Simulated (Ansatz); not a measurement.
Computed with Ansatz 0.2.0, DFT PBE, scalar-relativistic, plane waves, PAW. Settings: cutoff 420 eV, Γ-centred meshes spaced at most about 0.3 Å⁻¹, and about 0.25 Å⁻¹ or finer for metals (2π included), Gaussian smearing. No spin polarisation in the final relaxations.

All energies are static (0 K, no zero-point motion).

Two relaxed structures of Lu2SiNF2:

1.

```
CELL_PARAMETERS angstrom
4.27195 0.00000 0.00000
0.00000 4.27195 0.00000
0.00000 0.00000 7.40538
ATOMIC_POSITIONS crystal
Lu 0.50000 0.00000 0.06467
Lu 0.00000 0.50000 0.06467
Si 0.00000 0.00000 0.72527
N 0.50000 0.50000 0.15113
F 0.50000 0.50000 0.79674
F 0.00000 0.00000 0.19752
```

2.

```
CELL_PARAMETERS angstrom
3.26170 0.00000 0.00000
0.00000 3.26170 0.00000
0.00000 0.00000 7.71266
ATOMIC_POSITIONS crystal
Lu 0.50000 0.00000 0.27390
Lu 0.00000 0.50000 0.72610
Si 0.00000 0.00000 0.00000
N 0.50000 0.50000 0.00000
F 0.50000 0.00000 0.58976
F 0.00000 0.50000 0.41024
```

Question: Which is lower in energy, and by how much?

Answer: Cell 2 is lower, by 0.44 eV/atom. Cell 1 has space group P4mm (No. 99), 22.5 Å³/atom and no gap on its mesh; cell 2 has space group P-4m2 (No. 115), 13.7 Å³/atom and no gap. Counting F or N atoms around Lu and Si (for each partner element, those within 1.25 times its shortest distance or 1.15 times the sum of covalent radii, where it is the nearest in units of that sum or under 1.3; a plus sign parts groups by distance over the sum of covalent radii; the shortest distance is added where it exceeds 1.18 times the sum of covalent radii), cell 1 has Lu 4+2, Si 4+1 from 3.1 Å and cell 2 has Lu 7, Si 4 from 2.3 Å. In cell 1, Lu is surrounded by 2 N at 2.23 Å, 2 F at 2.35 Å, 2 F at 2.92 Å, 4 Lu at 3.02 Å and 2 Si at 3.30 Å; around Si lie 4 F at 3.07 Å, 4 Lu at 3.30 Å and 1 F at 3.50 Å; around N lie 4 Lu at 2.23 Å and 1 F at 2.62 Å; around F on its first site lie 1 N at 2.62 Å, 4 Lu at 2.92 Å and 4 Si at 3.07 Å; 1 more site not described. In cell 2, around Lu lie 5 F at 2.44–2.53 Å, 2 N at 2.67 Å and 2 Si at 2.67 Å; around Si lie 4 N at 2.31 Å and 4 Lu at 2.67 Å; N has 4 Si at 2.31 Å and 4 Lu at 2.67 Å; F has 5 Lu at 2.44–2.53 Å and 4 F at 2.69 Å. Both come from invented guesses. A third cell relaxed alike, in P4/nmm, lies 63 meV/atom below the lower of the two.

Weakly bound directions are ill-defined at this level, which has no dispersion term (P4mm), and this can change margins and order among such cells. In P4mm, P-4m2 an odd number of electrons in the primitive cell allows no gap without spin; a larger cell or a magnetic state could open one. A magnetic state wasn't ruled out in cells without spin, among them P4mm, P-4m2. Cells relaxed within their symmetry can be saddle points.
